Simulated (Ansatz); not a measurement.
Consider the following.

CoMo:
Space group Fm-3m (No. 225); a = b = c = 4.7987 Å, α = β = γ = 90.00°

| atom | site | symmetry | x | y | z |
|---|---|---|---|---|---|
| Co | 4a | m-3m | 0.0000 | 0.0000 | 0.0000 |
| Mo | 4b | m-3m | 0.5000 | 0.5000 | 0.5000 |
(The calculation used a cell of 2 atoms; values per cell refer to that cell.)

This is the PBEsol-relaxed structure.

Q: All from the program Ansatz at the PBEsol level (PAW), unless another level is named. Predict the highest zone-centre frequency.

A: 139 cm⁻¹.

Q: Next, the bulk modulus (Birch–Murnaghan fit)?

A: 232 GPa.

Q: What about the elastic constants (relaxed ions, GPa)?

A: C11 = 316, C12 = 191, C44 = -24.7.

The start of the workflow was typed in or built on a structure type; neither database checked (COD, Materials Project) lists it. Its standing as an ambient phase is unchecked. Symmetry was held in the PBEsol relaxation. At this level the phase is mechanically unstable. The workflow began spin-polarised and lost its moments. Its formation energy is positive at this level, so the cell may be metastable or incomplete. As this level gives no gap, shear constants depend on the k-mesh and smearing (Fermi–Dirac, 0.1 eV here). As this level gives no gap, phonon frequencies hold no LO–TO term and depend on the k-mesh and smearing (Fermi–Dirac, 0.1 eV here).

Potentials: the later of the program's two PAW sets.
